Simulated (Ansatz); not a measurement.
The relaxed structure here is a generated cell of WC: the first start was made by placing the elements on the sites of a structure type, and the end was not matched to a known phase here, so it may be hypothetical. Known forms of WC include space group No. 187.

One starting cell of WC (a generated trial cell of WC in the AFLOW prototype AB_hP12_194_df_ce (B18, as in CuS)) was relaxed twice with Ansatz (plane waves, PAW, scalar-relativistic): with PBEsol at 420 eV and with PBE at 420 eV. The PBEsol result:

```xyz
12
Lattice="3.5087 0.0000 0.0000 -1.7544 3.0387 0.0000 0.0000 0.0000 13.3910" Properties=species:S:1:pos:R:3 pbc="T T T"
W      0.0000     2.0258    10.0433
W      1.7544     1.0129     3.3478
W      0.0000     2.0258     1.2366
W      1.7544     1.0129     7.9322
W      1.7544     1.0129    12.1544
W      0.0000     2.0258     5.4589
C      0.0000     2.0258     3.3478
C      1.7544     1.0129    10.0433
C      0.0000     0.0000     1.3133
C      0.0000     0.0000     8.0088
C      0.0000     0.0000    12.0777
C      0.0000     0.0000     5.3822
```

```tsv
quantity	PBEsol	PBE
space group	P6₃/mmc	P6₃/mmc
volume (Å³/atom)	11.90	?
a (Å)	3.509	?
c (Å)	13.391	?
gap (eV, no spin-orbit coupling)	0.00	?
```

Fill in the PBE column.


- volume (Å³/atom), PBE: 12.28
- a (Å), PBE: 3.530
- c (Å), PBE: 13.652
- gap (eV, no spin-orbit coupling), PBE: 0.00

Both levels end in the same structure; PBE's volume is 3.2 % larger. Neither column is exact.

No spin polarisation in the result.

The run could not lose the symmetry of its start: the end is stationary, and may be a saddle point rather than a minimum.

Ansatz is a first-principles code.
